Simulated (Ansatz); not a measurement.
Al (fcc (Cu type)), relaxed and computed with several functionals in Ansatz (plane waves, PAW).

| functional | a (Å) | B₀ by P(V) fit (GPa) |
|---|---|---|
| PBE | 4.040 | 77.8 |
| PBEsol | 4.014 | 82.5 |
| LDA | 3.983 | 83.0 |
| r²SCAN | 3.991 | 91.9 |

All cells were relaxed under the symmetry of their starts (and spin orders); stability against distortions was not tested throughout.

Potentials: the earlier of the program's two PAW sets. The files were generated under PBE; for other functionals the program regenerates the frozen cores, and for LDA and PBEsol the local potential too.

Ansatz (a program for electronic structure) is a plane-wave DFT program.
